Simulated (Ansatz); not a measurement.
Geometry optimisation in Ansatz: input, command and trajectory.

```yaml
crystal:
  lattice:
    - [-4.727698438, -2.7295379658, 5.1384824325]
    - [4.727698438, -2.7295379658, 5.1384824325]
    - [0.0, 5.4590759316, 5.1384824325]
  atoms:
    - { symbol: Be, position: [0.6135991494, 0.6275081091, 0.2738645322], spin: 0.2 }
    - { symbol: Ga, position: [0.6108769889, 0.2775436555, 0.6108769889] }
    - { symbol: Ga, position: [0.2775436555, 0.9442103222, 0.2775436555] }
    - { symbol: Ga, position: [0.9442103222, 0.2775436555, 0.2775436555] }
    - { symbol: Ga, position: [0.2775436555, 0.6108769889, 0.6108769889] }
    - { symbol: Ga, position: [0.6108769889, 0.9442103222, 0.9442103222] }
    - { symbol: Ga, position: [0.2775436555, 0.2775436555, 0.9442103222] }
    - { symbol: Ga, position: [0.9442103222, 0.9442103222, 0.6108769889] }
    - { symbol: Ga, position: [0.9442103222, 0.6108769889, 0.9442103222] }
    - { symbol: Ga, position: [0.8886547666, 0.5553214333, 0.5553214333] }
    - { symbol: Ga, position: [0.8886547666, 0.2219881, 0.8886547666] }
    - { symbol: Ga, position: [0.5553214333, 0.8886547666, 0.5553214333] }
    - { symbol: Ga, position: [0.2219881, 0.2219881, 0.5553214333] }
    - { symbol: Ga, position: [0.5553214333, 0.5553214333, 0.8886547666] }
    - { symbol: Ga, position: [0.8886547666, 0.8886547666, 0.2219881] }
    - { symbol: Ga, position: [0.5553214333, 0.2219881, 0.2219881] }
    - { symbol: Ga, position: [0.2219881, 0.8886547666, 0.8886547666] }
    - { symbol: Ga, position: [0.2219881, 0.5553214333, 0.2219881] }
    - { symbol: "N", position: [0.722150962, 0.7585976952, 0.4004704006], spin: 0.2 }
    - { symbol: "N", position: [0.7363452334, 0.4030119, 0.7363452334] }
    - { symbol: "N", position: [0.4030119, 0.0696785667, 0.4030119] }
    - { symbol: "N", position: [0.0696785667, 0.4030119, 0.4030119] }
    - { symbol: "N", position: [0.4030119, 0.7363452334, 0.7363452334] }
    - { symbol: "N", position: [0.7363452334, 0.0696785667, 0.0696785667] }
    - { symbol: "N", position: [0.4030119, 0.4030119, 0.0696785667] }
    - { symbol: "N", position: [0.0696785667, 0.0696785667, 0.7363452334] }
    - { symbol: "N", position: [0.0696785667, 0.7363452334, 0.0696785667] }
    - { symbol: "N", position: [0.682849162, 0.3279315124, 0.3470013663], spin: 0.2 }
    - { symbol: "N", position: [0.6807896778, 0.0141230111, 0.6807896778] }
    - { symbol: "N", position: [0.3447233445, 0.6781217464, 0.3434344719], spin: 0.2 }
    - { symbol: "N", position: [0.0141230111, 0.0141230111, 0.3474563445] }
    - { symbol: "N", position: [0.3474563445, 0.3474563445, 0.6807896778] }
    - { symbol: "N", position: [0.6812284182, 0.6872311593, 0.0100736581], spin: 0.2 }
    - { symbol: "N", position: [0.3474563445, 0.0141230111, 0.0141230111] }
    - { symbol: "N", position: [0.0141230111, 0.6807896778, 0.6807896778] }
    - { symbol: "N", position: [0.0141230111, 0.3474563445, 0.0141230111] }
  host:
    lattice:
      - [3.1517989586, 0.0, 0.0]
      - [-1.5758994793, 2.7295379658, 0.0]
      - [0.0, 0.0, 5.1384824325]
    atoms:
      - { symbol: Ga, position: [0.6666666667, 0.3333333333, 0.4992976333] }
      - { symbol: Ga, position: [0.3333333333, 0.6666666667, 0.9992976333] }
      - { symbol: "N", position: [0.6666666667, 0.3333333333, 0.8757023667] }
      - { symbol: "N", position: [0.3333333333, 0.6666666667, 0.3757023667] }
basis:
  ecutwfc: 420
  xc_grid: 2
kpoints:
  mp_grid: { grid: [2, 2, 2], shift: [0.5, 0.5, 0.5] }
hamiltonian:
  xc: lda
scf:
  occupations: { method: gaussian, width: 0.01 }
output:
  forces: true
  stress: false
  eigenvalues: true
  populations: true
  charged_corrections:
    defect_position: [0.61087699, 0.61087699, 0.27754366]
    epsilon: [[9.6937, 0.0, 0.0], [0.0, 9.6937, 0.0], [0.0, 0.0, 10.6831]]
  write_density: true
  write_potential: true
  elf: true
  volumetric_format: npy
magnetization:
  spin_polarized: true
relax:
  adjacent_minimum: "off"
  f_tol: 0.025
  max_steps: 45
```

```bash
ansatz run input.yaml --threads 4 --pin off --max-ram 8192MiB --backend cpu --events-out ev --progress --plain --runs-dir out
```

Method: DFT LDA, scalar-relativistic, plane waves, PAW (Ansatz 0.2.0).

The cell holds a point defect: Be on a Ga site (b), neutral.

Of 5 frames 4 are shown, positions in Å and forces in eV/Å; the SCF threshold varies from step to step.

```xyz
36
Lattice="-4.7277 -2.7295 5.1385 4.7277 -2.7295 5.1385 0.0000 5.4591 5.1385" Properties=species:S:1:pos:R:3:forces:R:3 pbc="T T T" step=1 free_energy_over_end_meV_per_atom=30.36
Be    0.0658   -1.8926    7.7847    0.5315   -0.0557   -0.1863
Ga   -1.5759    0.9098    7.7041    0.0298   -0.4221   -0.1873
Ga    3.1518   -1.8197    7.7041   -0.5115    0.1533   -0.0068
Ga   -3.1518   -1.8197    7.7041    0.2650    0.0635   -0.0984
Ga    1.5759    0.9098    7.7041   -0.1250   -0.7243   -0.1287
Ga    1.5759    0.9098   12.8426    0.0507    0.0044    0.2064
Ga    0.0000    3.6394    7.7041   -0.0332    0.0021    0.0862
Ga    0.0000   -1.8197   12.8426    0.1027   -0.0025   -0.1193
Ga   -1.5759    0.9098   12.8426    0.4358    0.2931   -0.0234
Ga   -1.5759   -0.9098   10.2734    0.9406   -0.4446   -0.3574
Ga   -3.1518    1.8197   10.2734    0.0135    0.1590   -0.0061
Ga    1.5759   -0.9098   10.2734    1.0862    0.5756    0.4081
Ga    0.0000    1.8197    5.1349   -0.1185   -0.0838    0.0147
Ga    0.0000    1.8197   10.2734    0.0716    0.1334    0.6756
Ga    0.0000   -3.6394   10.2734    0.2282    0.0474   -0.0739
Ga   -1.5759   -0.9098    5.1349   -0.0218    0.0008   -0.4161
Ga    3.1518    1.8197   10.2734   -0.0919    0.0374    0.0649
Ga    1.5759   -0.9098    5.1349   -0.1528   -0.1177    0.1585
N     0.1723   -1.8556    9.6666   -3.2523   -0.1090   -2.1640
N    -1.5759    0.9098    9.6383    0.0257   -0.1302   -0.0779
N    -1.5759    0.9098    4.4998    0.4494    0.1539   -0.2337
N     1.5759    0.9098    4.4998    0.1990    0.0689   -0.1738
N     1.5759    0.9098    9.6383    0.1358    0.1195   -0.1181
N    -3.1518   -1.8197    4.4998    0.0646   -0.4070   -0.1450
N     0.0000   -1.8197    4.4998   -0.0031   -0.0552   -0.3392
N     0.0000    3.6394    4.4998    0.0137   -0.0113   -0.0053
N     3.1518   -1.8197    4.4998    0.0372   -0.0325   -0.1083
N    -1.6779   -0.8647    6.9769    1.2619   -0.5122    1.8739
N    -3.1518    1.8197    7.0690    0.0623    0.1351    0.1714
N     1.5762   -0.9171    7.0206   -0.8928   -0.3873    1.3142
N     0.0000    1.8197    1.9305   -0.1973   -0.0613    0.0920
N     0.0000    1.8197    7.0690    0.0101    0.1026   -0.0306
N     0.0284   -3.6803    7.0836   -0.6706    1.6986    0.0712
N    -1.5759   -0.9098    1.9305    0.1580   -0.0685   -0.0606
N     3.1518    1.8197    7.0690   -0.0425   -0.0357   -0.0603
N     1.5759   -0.9098    1.9305   -0.0599   -0.0881   -0.0167
36
Lattice="-4.7277 -2.7295 5.1385 4.7277 -2.7295 5.1385 0.0000 5.4591 5.1385" Properties=species:S:1:pos:R:3:forces:R:3 pbc="T T T" step=2 free_energy_over_end_meV_per_atom=6.36
Be    0.0839   -1.8728    7.7465   -0.2809    0.2338   -0.0953
Ga   -1.5676    0.8889    7.6996    0.0612   -0.1958   -0.0771
Ga    3.1350   -1.8203    7.7084   -0.1942    0.0202   -0.0453
Ga   -3.1258   -1.8184    7.7002    0.1120   -0.0205   -0.0215
Ga    1.5712    0.8871    7.7072   -0.1577   -0.2725   -0.0353
Ga    1.5540    0.9301   12.8391    0.2196   -0.0543    0.1033
Ga    0.0005    3.6372    7.7034   -0.0261    0.0204    0.1380
Ga    0.0064   -1.8222   12.8250    0.0047   -0.0142    0.0558
Ga   -1.5558    0.9281   12.8413    0.0520    0.1952    0.0554
Ga   -1.5736   -0.9104   10.2640    0.6698   -0.3781   -0.4233
Ga   -3.1467    1.8198   10.2684    0.0162    0.0509    0.0361
Ga    1.5354   -0.9349   10.2407    0.8055    0.3785    0.2923
Ga    0.0032    1.8135    5.1301   -0.0521   -0.0373    0.0349
Ga    0.0046    1.8340   10.3042    0.0247    0.0703    0.2499
Ga    0.0008   -3.6149   10.2458    0.1067   -0.0834    0.0102
Ga   -1.5662   -0.9159    5.1861    0.0318   -0.0334   -0.3701
Ga    3.1520    1.8194   10.2708   -0.0178   -0.0112    0.0418
Ga    1.5655   -0.9198    5.1769   -0.0469   -0.0473   -0.1499
N     0.0696   -1.8333    9.5587   -1.5014   -0.0168   -0.6893
N    -1.5623    0.9127    9.6374   -0.1101    0.0119    0.0316
N    -1.5743    0.9007    4.5045    0.1001    0.0875   -0.0612
N     1.5831    0.8958    4.4985   -0.0716    0.1054    0.0236
N     1.5713    0.9076    9.6430    0.0704    0.0807   -0.0504
N    -3.1414   -1.8192    4.5006   -0.0491   -0.1110   -0.0369
N    -0.0025   -1.8176    4.4974    0.0381   -0.0285   -0.1863
N     0.0031    3.6367    4.4887    0.0030    0.0050    0.0090
N     3.1469   -1.8141    4.5021    0.0097   -0.1058   -0.0407
N    -1.5592   -0.9273    7.0658    0.7061   -0.2580    0.7988
N    -3.1447    1.8270    7.0542   -0.0906   -0.0581    0.0558
N     1.5314   -0.9434    7.0757   -0.4058   -0.2776    0.6598
N    -0.0009    1.8089    1.9183   -0.0002    0.0998    0.0352
N     0.0035    1.8154    7.0668    0.0273    0.0866   -0.0678
N     0.0139   -3.5872    7.1057   -0.2026    0.6953   -0.0507
N    -1.5772   -0.9123    1.9294    0.1053   -0.0360   -0.0883
N     3.1471    1.8223    7.0664    0.1078   -0.0434   -0.0546
N     1.5804   -0.9132    1.9285   -0.0651   -0.0583   -0.0872
36
Lattice="-4.7277 -2.7295 5.1385 4.7277 -2.7295 5.1385 0.0000 5.4591 5.1385" Properties=species:S:1:pos:R:3:forces:R:3 pbc="T T T" step=3 free_energy_over_end_meV_per_atom=0.08
Be    0.0058   -1.8236    7.7283   -0.0052    0.0065    0.0181
Ga   -1.5539    0.8733    7.7011   -0.0127   -0.0038    0.0084
Ga    3.1175   -1.8208    7.7031    0.0204    0.0174   -0.0343
Ga   -3.1088   -1.8215    7.7023   -0.0168    0.0213   -0.0121
Ga    1.5637    0.8726    7.7018    0.0356    0.0046   -0.0206
Ga    1.5594    0.9380   12.8407   -0.0098   -0.0044   -0.0284
Ga    0.0033    3.6364    7.7088    0.0207   -0.0020   -0.0301
Ga    0.0079   -1.8239   12.8297   -0.0455    0.0072   -0.0094
Ga   -1.5504    0.9386   12.8399    0.0206   -0.0298   -0.0247
Ga   -1.5433   -0.9292   10.2364   -0.0006    0.0092    0.0571
Ga   -3.1447    1.8195   10.2707   -0.0103   -0.0313   -0.0076
Ga    1.5513   -0.9285   10.2376    0.0087    0.0099    0.0440
Ga    0.0034    1.8125    5.1317    0.0212    0.0304   -0.0081
Ga    0.0056    1.8394   10.3214   -0.0099   -0.0092    0.0304
Ga    0.0032   -3.6107   10.2366   -0.0052    0.0094    0.0580
Ga   -1.5541   -0.9231    5.1834   -0.0015   -0.0009    0.0342
Ga    3.1546    1.8172   10.2699   -0.0010    0.0095   -0.0131
Ga    1.5610   -0.9243    5.1841    0.0110    0.0019    0.0143
N     0.0056   -1.8224    9.5294   -0.0198   -0.0133   -0.1592
N    -1.5634    0.9145    9.6422   -0.0048   -0.0062   -0.0240
N    -1.5709    0.8985    4.5031    0.0032   -0.0260    0.0046
N     1.5783    0.8961    4.5038   -0.0024    0.0079   -0.0150
N     1.5731    0.9137    9.6409   -0.0021   -0.0011   -0.0006
N    -3.1399   -1.8195    4.5021    0.0257    0.0086    0.0111
N     0.0035   -1.8215    4.4875   -0.0034   -0.0046   -0.0069
N     0.0047    3.6362    4.4896    0.0156   -0.0085    0.0338
N     3.1459   -1.8199    4.5016    0.0028   -0.0016    0.0145
N    -1.4855   -0.9622    7.1109    0.0859   -0.0541    0.0152
N    -3.1421    1.8201    7.0559    0.0023   -0.0143    0.0015
N     1.4957   -0.9623    7.1094   -0.1018   -0.0555    0.0458
N     0.0041    1.8105    1.9178    0.0118    0.0042   -0.0032
N     0.0055    1.8182    7.0633   -0.0126    0.0304   -0.0146
N     0.0056   -3.5439    7.1093   -0.0102    0.1087    0.0396
N    -1.5701   -0.9140    1.9245    0.0187   -0.0084   -0.0094
N     3.1535    1.8185    7.0554    0.0056   -0.0049    0.0103
N     1.5794   -0.9144    1.9252   -0.0366   -0.0062   -0.0193
36
Lattice="-4.7277 -2.7295 5.1385 4.7277 -2.7295 5.1385 0.0000 5.4591 5.1385" Properties=species:S:1:pos:R:3:forces:R:3 pbc="T T T" step=5 free_energy_over_end_meV_per_atom=0.00
Be    0.0046   -1.8229    7.7300   -0.0019    0.0020    0.0040
Ga   -1.5540    0.8718    7.7008    0.0114   -0.0036   -0.0042
Ga    3.1173   -1.8200    7.7007   -0.0049   -0.0136    0.0036
Ga   -3.1083   -1.8203    7.7008    0.0101   -0.0070   -0.0019
Ga    1.5636    0.8719    7.7008   -0.0176   -0.0042    0.0006
Ga    1.5585    0.9391   12.8390    0.0104    0.0107    0.0046
Ga    0.0047    3.6363    7.7061   -0.0027    0.0001    0.0009
Ga    0.0046   -1.8229   12.8307    0.0060   -0.0010    0.0111
Ga   -1.5496    0.9389   12.8393   -0.0042    0.0168    0.0019
Ga   -1.5425   -0.9295   10.2399    0.0016   -0.0015   -0.0110
Ga   -3.1444    1.8179   10.2684    0.0002    0.0066    0.0050
Ga    1.5512   -0.9295   10.2395    0.0055   -0.0038   -0.0033
Ga    0.0048    1.8135    5.1298   -0.0049   -0.0036    0.0075
Ga    0.0046    1.8392   10.3244   -0.0016    0.0133   -0.0013
Ga    0.0042   -3.6091   10.2396    0.0071   -0.0006   -0.0058
Ga   -1.5519   -0.9242    5.1858    0.0086   -0.0042   -0.0014
Ga    3.1539    1.8180   10.2681   -0.0012    0.0002    0.0125
Ga    1.5609   -0.9242    5.1859   -0.0126   -0.0044   -0.0001
N     0.0044   -1.8229    9.5227   -0.0019    0.0015   -0.0219
N    -1.5629    0.9132    9.6410   -0.0019   -0.0049    0.0072
N    -1.5701    0.8962    4.5029   -0.0007    0.0090   -0.0028
N     1.5792    0.8963    4.5027    0.0021    0.0036    0.0036
N     1.5720    0.9132    9.6414    0.0059   -0.0032   -0.0017
N    -3.1375   -1.8187    4.5028   -0.0091   -0.0036   -0.0006
N     0.0044   -1.8227    4.4858    0.0039   -0.0017    0.0019
N     0.0049    3.6362    4.4912   -0.0041    0.0012   -0.0119
N     3.1465   -1.8187    4.5029    0.0052   -0.0040   -0.0028
N    -1.4801   -0.9656    7.1121    0.0079   -0.0056    0.0100
N    -3.1432    1.8187    7.0570   -0.0106   -0.0019   -0.0018
N     1.4891   -0.9656    7.1124   -0.0071   -0.0031    0.0047
N     0.0048    1.8121    1.9185   -0.0043    0.0080   -0.0005
N     0.0046    1.8191    7.0612    0.0034   -0.0005   -0.0017
N     0.0045   -3.5369    7.1125   -0.0025    0.0067    0.0034
N    -1.5691   -0.9142    1.9228   -0.0024    0.0016   -0.0048
N     3.1527    1.8188    7.0572    0.0046   -0.0028   -0.0018
N     1.5784   -0.9141    1.9227    0.0021   -0.0029   -0.0010
```

It took 2.9 min on 4 threads of Intel(R) Xeon(R) Processor @ 2.70GHz (shared host), peak memory 1.8 GiB.